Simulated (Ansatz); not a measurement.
FeCo:
```yaml
crystal:
  lattice:
    - [2.80048, 0.00000, 0.00000]
    - [0.00000, 2.80048, 0.00000]
    - [0.00000, 0.00000, 2.80048]
  atoms:
    - { symbol: Fe, position: [0.00000, 0.00000, 0.00000] }
    - { symbol: Co, position: [0.50000, 0.50000, 0.50000] }
```
The run is spin-polarised; directions of the spins, atom by atom: ↑ ↑.

Relaxed with PBEsol.

Problem. Give the Bader charges and basin volumes of the independent atoms, PBEsol in the plane-wave PAW code Ansatz.

Solution. 

```
atom  Bader charge (e)  Bader volume (Å³)
----  ----------------  -----------------
Fe1              +0.19               10.7
Co2              -0.19               11.3
```

Space group Pm-3m (CsCl type). The PBEsol relaxation kept the symmetry of its start. Spin order of the final state: ferromagnetic, chosen from 5 collinear starts compared on coarse meshes (ties went to the first, and starts can fall back to one state), not a proven ground state. Textbook magnetic order: ferromagnetic.

Potentials: the later of the program's two PAW sets.
